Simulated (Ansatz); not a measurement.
Input file for Ansatz (a first-principles code):

Ansatz 0.2 input:
```yaml
crystal:
  lattice:
    - [3.0944740851, 0.0, 0.0]
    - [-1.5472370426, 2.6798931691, 0.0]
    - [0.0, 0.0, 5.2998193964]
  atoms:
    - { symbol: Nb, position: [0.6666666667, 0.3333333333, 0.75] }
    - { symbol: Nb, position: [0.3333333333, 0.6666666667, 0.25] }
    - { symbol: C, position: [0.0, 0.0, 0.0] }
    - { symbol: C, position: [0.0, 0.0, 0.5] }
kpoints:
  mp_grid: { grid: [32, 32, 16] }
hamiltonian:
  xc: pbesol
  pseudopotentials: { kind: paw }
scf:
  occupations: { method: fermi_dirac, width: 0.1 }
elastic: { mode: relaxed_ion, stencil: two_point, amplitude: 0.005, f_tol: 0.0005 }
```

Output (shortened):

```
Pseudopotential: Nb, paw, valence charge 13
Pseudopotential: C, paw, valence charge 4
Functional definition: PBEsol
Crystal: 4 atoms, lattice volume = 43.951 Å³
Basis set: ecut = 420 eV, 869 PW (Γ), exchange–correlation on 48×48×72 points (8 copies of the dense FFT grid, shifted against one another)
Bands: 21, of which v1, the nominal top of the filled ones, is band 17 counted from 1 (16 counted from 0)
Symmetry: 24 space group operations
Space group: P63/mmc (ITA 194), of the structure as read, at distance tolerance 3.5e-5 Å
k-points: 918 of 16384
SCF 1 converged in 9 iterations: F = -9486.407969 eV  dr2 = 4.80e-14
Crystal: 4 atoms, lattice volume = 43.731 Å³
Basis set: ecut = 420 eV, 853 PW (Γ), exchange–correlation on 48×48×72 points (8 copies of the dense FFT grid, shifted against one another)
Symmetry: 8 space group operations
k-points: 2457 of 16384
SCF 2 converged in 9 iterations: F = -9486.405762 eV  dr2 = 4.88e-14
relax step   1: F+E_penalty+E_count = -9486.40576245 eV  Δ(F+E_penalty+E_count) = +0.000e0 eV  max|allowed force component| = 9.807e-3 eV/Å  Δτ_max = 0.0000 Å  (9 SCF iters, accepted)
Crystal: 4 atoms, lattice volume = 43.731 Å³
SCF 3 converged in 7 iterations: F = -9486.405770 eV  dr2 = 4.60e-15
relax step   2: F+E_penalty+E_count = -9486.40576979 eV  Δ(F+E_penalty+E_count) = -7.339e-6 eV  max|allowed force component| = 4.406e-3 eV/Å  Δτ_max = 0.0005 Å  (7 SCF iters, accepted)
Crystal: 4 atoms, lattice volume = 43.731 Å³
SCF 4 converged in 10 iterations: F = -9486.405772 eV  dr2 = 3.82e-19
relax step   3: F+E_penalty+E_count = -9486.40577164 eV  Δ(F+E_penalty+E_count) = -1.855e-6 eV  max|allowed force component| = 8.300e-7 eV/Å  Δτ_max = 0.0004 Å  (10 SCF iters, accepted)
Crystal: 4 atoms, lattice volume = 43.731 Å³
SCF 5 converged in 12 iterations: F = -9486.405772 eV  dr2 = 2.85e-17
Crystal: 4 atoms, lattice volume = 44.170 Å³
Basis set: ecut = 420 eV, 877 PW (Γ), exchange–correlation on 48×48×72 points (8 copies of the dense FFT grid, shifted against one another)
SCF 6 converged in 9 iterations: F = -9486.406350 eV  dr2 = 3.38e-14
relax step   1: F+E_penalty+E_count = -9486.40635029 eV  Δ(F+E_penalty+E_count) = +0.000e0 eV  max|allowed force component| = 7.647e-3 eV/Å  Δτ_max = 0.0000 Å  (9 SCF iters, accepted)
Crystal: 4 atoms, lattice volume = 44.170 Å³
SCF 7 converged in 7 iterations: F = -9486.406356 eV  dr2 = 8.99e-15
relax step   2: F+E_penalty+E_count = -9486.40635603 eV  Δ(F+E_penalty+E_count) = -5.743e-6 eV  max|allowed force component| = 2.095e-4 eV/Å  Δτ_max = 0.0007 Å  (7 SCF iters, accepted)
Crystal: 4 atoms, lattice volume = 44.170 Å³
SCF 8 converged in 12 iterations: F = -9486.406356 eV  dr2 = 0.0
Crystal: 4 atoms, lattice volume = 43.731 Å³
SCF 9 converged in 8 iterations: F = -9486.406247 eV  dr2 = 1.83e-14
Crystal: 4 atoms, lattice volume = 44.170 Å³
Basis set: ecut = 420 eV, 881 PW (Γ), exchange–correlation on 48×48×72 points (8 copies of the dense FFT grid, shifted against one another)
SCF 10 converged in 7 iterations: F = -9486.405870 eV  dr2 = 5.06e-15
Crystal: 4 atoms, lattice volume = 43.950 Å³
Basis set: ecut = 420 eV, 867 PW (Γ), exchange–correlation on 48×48×72 points (8 copies of the dense FFT grid, shifted against one another)
Symmetry: 4 space group operations
k-points: 4242 of 16384
SCF 11 converged in 9 iterations: F = -9486.407628 eV  dr2 = 1.88e-15
relax step   1: F+E_penalty+E_count = -9486.40762786 eV  Δ(F+E_penalty+E_count) = +0.000e0 eV  max|allowed force component| = 2.572e-4 eV/Å  Δτ_max = 0.0000 Å  (9 SCF iters, accepted)
Crystal: 4 atoms, lattice volume = 43.950 Å³
SCF 12 converged in 12 iterations: F = -9486.407628 eV  dr2 = 1.84e-18
Crystal: 4 atoms, lattice volume = 43.950 Å³
SCF 13 converged in 9 iterations: F = -9486.407628 eV  dr2 = 1.90e-15
relax step   1: F+E_penalty+E_count = -9486.40762786 eV  Δ(F+E_penalty+E_count) = +0.000e0 eV  max|allowed force component| = 2.572e-4 eV/Å  Δτ_max = 0.0000 Å  (9 SCF iters, accepted)
Crystal: 4 atoms, lattice volume = 43.950 Å³
SCF 14 converged in 12 iterations: F = -9486.407628 eV  dr2 = 1.78e-18
SCF converged after 9 iterations
Free energy (F): -9486.407969 eV
Harris-Foulkes:  -9486.407969 eV  (|F-HF|=0.00e0)
Internal energy: -9486.346425 eV  (E = F + TS)
E sigma→0 (E₀):  -9486.377197 eV
Entropy (-TS):   -0.061544 eV (-15.386 meV/atom)
Fermi energy:    18.624075 eV
--- Per-component energies (eV) ---
  E_band       = -56.422791
  E_kinetic    = 971.451356
  E_local      = -1389.101879  (includes V_loc(G=0)·N_el)
  E_nonlocal   = 291.715465
  E_hartree    = 423.114931
  E_xc         = -448.045356
  E_vxc        = -548.559159  (∫ρ·V_xc dr)
  E_paw        = -6223.945419  (= ΣΔE_a)
  E_vpaw       = -228.158458  (= ΣTr[D̂ρ^β])
  E_aug_tail   = 0.000027  (compensation charges beyond the density's cutoff)
  E_ewald      = -3111.955168
  E_core_change = 0.419619  (= ΣΔE_core)
  E_smearing   = -0.061544  (= −TS)
  E_closure    = 0.000000  (closes the sum)
  Σ components = -9486.407969   (vs F -9486.407969, Δ=0.00e0)
--- Forces (eV/Å), atoms counted from 1 ---
  atom   1  Nb     0.00000000     0.00000000     0.00000000
  atom   2  Nb     0.00000000     0.00000000     0.00000000
  atom   3  C      0.00000000     0.00000000     0.00000000
  atom   4  C      0.00000000     0.00000000     0.00000000
  max |Σ_I F_I| component: 1.85e-17 eV/Å
--- Stress (GPa, compression-positive) ---
        0.197845       0.000000       0.000000
        0.000000       0.197845       0.000000
        0.000000       0.000000      -0.145701
  P = ⅓ Tr σ = 0.0833 GPa (0.833 kbar)
--- Band table (eV; the first three rows and the last of 918) ---
  k-point 0: bands = ["-36.5642", "-36.4675", "-13.1781", "-12.3548", "-12.3392", "-12.3392", "-12.2744", "-12.2744", "5.4230", "9.3967", "11.1502", "14.8265", "14.8265", "16.7185", "16.7185", "17.1453", "18.1175", "18.1175", "19.0149", "19.0149", "19.8571"]
  k-point 1: bands = ["-36.5633", "-36.4684", "-13.1707", "-12.3632", "-12.3386", "-12.3386", "-12.2750", "-12.2750", "5.4481", "9.2890", "11.2634", "14.8294", "14.8294", "16.6336", "16.6336", "17.0555", "18.2247", "18.2247", "19.0469", "19.0469", "19.9198"]
  k-point 2: bands = ["-36.5606", "-36.4712", "-13.1487", "-12.3882", "-12.3368", "-12.3368", "-12.2768", "-12.2768", "5.5227", "9.0236", "11.5458", "14.8387", "14.8387", "16.4339", "16.4339", "16.8105", "18.4895", "18.4895", "19.1409", "19.1409", "20.0850"]
  k-point 917: bands = ["-36.4106", "-36.4106", "-12.9503", "-12.9503", "-12.8794", "-12.8794", "-12.4606", "-12.4606", "8.1524", "8.1524", "12.4670", "12.4670", "14.7375", "14.7375", "15.5716", "15.5716", "19.3011", "19.3011", "20.7808", "20.7808", "23.6916"]…
--- Elastic constants: 3 strain directions × 2 members + reference (group order 24) ---
  dense FFT box of the reference and of every strained cell: 24×24×36
  strains applied: 11, 33, 23; error gains …
  C = ∂σ_k/∂η_j (tension-positive GPa; Voigt order 11 22 33 23 13 12):
       555.399    178.021    203.049      0.000      0.000      0.000
       178.021    555.399    203.049      0.000      0.000      0.000
       202.684    202.684    557.121      0.000      0.000      0.000
         0.000      0.000      0.000    100.231      0.000      0.000
         0.000      0.000      0.000      0.000    100.231      0.000
         0.000      0.000      0.000      0.000      0.000    188.689
  reference stress σ⁰ (GPa):     -0.198     -0.198      0.146      0.000      0.000      0.000
  moduli (Voigt/Reuss/Hill, GPa): K = 315.05/314.90/314.97   G = 150.11/137.56/143.84   E = 374.50   ν = 0.302
  mechanically stable: yes (min eigenvalue of sym C = 100.23 GPa)
  strain η (Voigt 11):  stress-route row diagonal C_11 = 555.40 GPa, energy-path curvature d²(F+E_count+ΔE)/dδ²/Ω₀ = 555.41 GPa
         δ    σ_11 (GPa)             F (eV)   n_scf  n_hpsi   n_pw
    -5.000e-3      -3.0190       -9486.4057716      12  1023805    870   relax 3 steps, max|allowed force component| 8.30e-7 eV/Å
     5.000e-3       2.5350       -9486.4063560      12  1039145    880   relax 2 steps, max|allowed force component| 2.10e-4 eV/Å
  strain η (Voigt 33):  stress-route row diagonal C_33 = 557.12 GPa, energy-path curvature d²(F+E_count+ΔE)/dδ²/Ω₀ = 557.12 GPa
         δ    σ_33 (GPa)             F (eV)   n_scf  n_hpsi   n_pw
    -5.000e-3      -2.6553       -9486.4062466       8  355271    870   relax 0 steps, max|allowed force component| 1.62e-16 eV/Å
     5.000e-3       2.9159       -9486.4058696       7  310675    881   relax 0 steps, max|allowed force component| 3.70e-17 eV/Å
  strain η (Voigt 23):  stress-route row diagonal C_44 = 100.23 GPa, energy-path curvature d²(F+E_count+ΔE)/dδ²/Ω₀ = 100.22 GPa
         δ    σ_23 (GPa)             F (eV)   n_scf  n_hpsi   n_pw
    -5.000e-3      -0.5012       -9486.4076279      12  1761285    872   relax 1 steps, max|allowed force component| 2.57e-4 eV/Å
     5.000e-3       0.5012       -9486.4076279      12  1761218    872   relax 1 steps, max|allowed force component| 2.57e-4 eV/Å
```

Cost: about 40 core-minutes (a rough figure) on shared cores.

Space group P6_3/mmc (NiAs type). The first step of the workflow began from a Materials Project structure, measured or hypothetical; the Crystallography Open Database copy checked does not list it. It is not the phase usual at ambient conditions (space group No. 225). The cell was relaxed with PBEsol under the symmetry of its start; whether a distortion lowers the energy is not shown. No spin polarisation was allowed. As this level gives no gap, shear constants depend on the k-mesh and smearing (Fermi–Dirac, 0.1 eV here). Spin–orbit coupling is left out wherever it is not named.

Potentials: the later of the program's two PAW sets.

Ansatz is a plane-wave DFT program.
